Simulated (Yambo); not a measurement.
Given:

```
TiO2
1.0
   -4.35076     4.35076     1.88756
    4.35076    -4.35076     1.88756
    4.35076     4.35076    -1.88756
O Ti
8 4
Direct
  0.50114   0.15078   0.65192
  0.49886   0.84922   0.34808
  0.84922   0.50114   0.35036
  0.15078   0.49886   0.64964
  0.83834   0.84040   0.67874
  0.16166   0.15960   0.32126
  0.15960   0.83834   0.99794
  0.84040   0.16166   0.00206
  0.70772   0.00286   0.71058
  0.29228   0.99714   0.28942
  0.99714   0.70772   0.70486
  0.00286   0.29228   0.29514
```

Workflow: PBEsol (pw.x of Quantum ESPRESSO, ONCV potentials, without SOC), then G0W0 in Yambo (4×4×4 Γ-centred k mesh, bands 5 to 177 and a 6 Ry block in the screening, 177 bands in G with the Bruneval-Gonze terminator, plasmon pole fitted at 27.2 eV).

**Question.** Give the PBEsol and G0W0 gaps between the band edges found on this mesh, and say where the edges lie.

**Answer.** Edges: M → Γ. PBEsol: 1.59 eV; G0W0: 3.19 eV. Nearest settings tried, and what they do to the gap: 86 bands in W, 86 bands in G: +119 meV. Not varied: block, mesh. So the settings aren't converged at that level. 

Geometry of the Materials Project entry, not relaxed at this level.

This is not the ordinary phase of the substance; no match was found in the copy of COD used, and its stability was not checked.
